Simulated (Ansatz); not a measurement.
CoSn (CoSn type, space group P6/mmm)

```
CELL_PARAMETERS angstrom
      5.24162     0.00000     0.00000
     -2.62081     4.53938     0.00000
      0.00000     0.00000     4.18794
ATOMIC_POSITIONS crystal
  Co 0.50000 0.00000 0.00000
  Co 0.50000 0.50000 0.00000
  Co 0.00000 0.50000 0.00000
  Sn 0.00000 0.00000 0.00000
  Sn 0.33333 0.66667 0.50000
  Sn 0.66667 0.33333 0.50000
```

In this cell atom 1 (Co, nearest neighbour Sn at 2.583 Å; its periodic images, 4.2 Å or more away, move with it) is moved by s towards the nearest neighbour, unit vector (0.000, -0.586, -0.811); all other atoms and the cell stay fixed.

Method: r2SCAN (plane waves to 500 eV, PAW, scalar-relativistic; Ansatz, a program for electronic structure). k mesh 8×8×9 (Γ-centred), Fermi-Dirac smearing 0.05 eV. The energy includes the smearing's −TS. With partly filled bands, energies and forces of such displacements shift with the k mesh and the smearing. CoSn is run without spin polarisation. CoSn was relaxed with its symmetry unable to fall. The zero of ΔE is the undisplaced structure. The last digit holds for this mesh only.

| s (Å) | ΔE (meV/cell) |
|---|---|
| -0.520 | 1676.3 |
| -0.416 | 947.6 |
| -0.312 | 480.9 |
| -0.208 | 197.7 |
| -0.104 | 47.1 |
| 0.000 | 0.0 |
| 0.104 | 47.1 |
| 0.208 | 197.7 |
| 0.312 | 480.9 |
| 0.416 | 947.6 |
| 0.520 | 1676.3 |

Problem. What force constant k = d²E/ds² at s = 0 does the table give?

Solution. 8.6 eV/Å². It is the second difference of the nearest points, corrected with the next pair.

Problem. With k = 8.56 eV/Å² from the forces, is the well harmonic out to s = 0.520 Å?

Solution. ½ks² = 1157 meV/cell against the computed 1676 meV/cell, so the well is stiffer than harmonic there.

(A displaced cell: forces are minus the slopes of the energy, force constants its curvatures, and phonons follow from these.)
